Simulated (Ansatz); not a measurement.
SnO:
Space group P4/nmm, origin choice 1 (No. 129); a = b = 3.8682 Å, c = 5.0712 Å, α = β = γ = 90.00°

| atom | site | symmetry | x | y | z |
|---|---|---|---|---|---|
| Sn | 2c | 4mm | 0.5000 | 0.0000 | 0.2286 |
| O | 2a | -4m2 | 0.0000 | 0.0000 | 0.0000 |

Relaxed at zero pressure with PBE in the plane-wave PAW code Ansatz.

The volume is lowered by 3 % and shape and atoms relax at that volume. What pressure results, and how do the axes share the change?

0.7 GPa; a -0.3 %, b -0.3 %, c -2.5 %; the energy rises by 1 meV/atom.

Give the new structure.


Space group P4/nmm, origin choice 1 (No. 129); a = 3.8578 Å, b = 3.8578 Å, c = 4.9455 Å, α = 90.00°, β = 90.00°, γ = 90.00°

```json
[
 {"atom": "Sn", "site": "2c", "symmetry": "4mm", "x": "0.5000", "y": "0.0000", "z": "0.2343"},
 {"atom": "O", "site": "2a", "symmetry": "-4m2", "x": "0.0000", "y": "0.0000", "z": "0.0000"}
]
```

The phase is kept; no other phase was compared at this pressure.

The PBE relaxation kept the symmetry of its start. The volume moved by 16 % from the start of the relaxation. A crystal of weakly bound layers computed without a dispersion correction: the cell and the soft elastic constants depend strongly on that. Spin–orbit coupling is left out wherever it is not named.

Potentials: the later of the program's two PAW sets.
